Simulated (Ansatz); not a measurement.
HfTeS:
Space group P3m1 (No. 156); a = 3.6827 Å, b = 3.6827 Å, c = 6.1996 Å, α = 90.00°, β = 90.00°, γ = 120.00°

| atom | site | symmetry | x | y | z |
|---|---|---|---|---|---|
| Hf | 1b | 3m. | 0.3333 | 0.6667 | 0.0313 |
| Te | 1a | 3m. | 0.0000 | 0.0000 | 0.7249 |
| S | 1c | 3m. | 0.6667 | 0.3333 | 0.2437 |

Relaxed at zero pressure with LDA in the plane-wave PAW code Ansatz.

Problem. The volume is raised by 6 % and shape and atoms relax at that volume. What pressure results, and how do the axes share the change?

Solution. -1.2 GPa; a 1.0 %, b 1.0 %, c 3.9 %; the energy rises by 6 meV/atom.

Problem. Give the new structure.

Solution. 
Space group P3m1 (No. 156); a = b = 3.719 Å, c = 6.444 Å, α = β = 90.00°, γ = 120.00°

```json
[
 {"atom": "Hf", "site": "1b", "symmetry": "3m.", "x": "0.3333", "y": "0.6667", "z": "0.0309"},
 {"atom": "Te", "site": "1a", "symmetry": "3m.", "x": "0.0000", "y": "0.0000", "z": "0.7373"},
 {"atom": "S", "site": "1c", "symmetry": "3m.", "x": "0.6667", "y": "0.3333", "z": "0.2319"}
]
```

The phase is kept; no other phase was compared at this pressure.

The first step of the workflow began from a Materials Project structure, measured or hypothetical; the Crystallography Open Database copy checked does not list it. Its standing as an ambient phase is unchecked. The cell was relaxed with LDA under the symmetry of its start; whether a distortion lowers the energy is not shown. The run is not spin-polarised. A crystal of weakly bound layers computed without a dispersion correction: the cell and the soft elastic constants depend strongly on that. Spin–orbit coupling is left out wherever it is not named.

Potentials: the later of the program's two PAW sets.
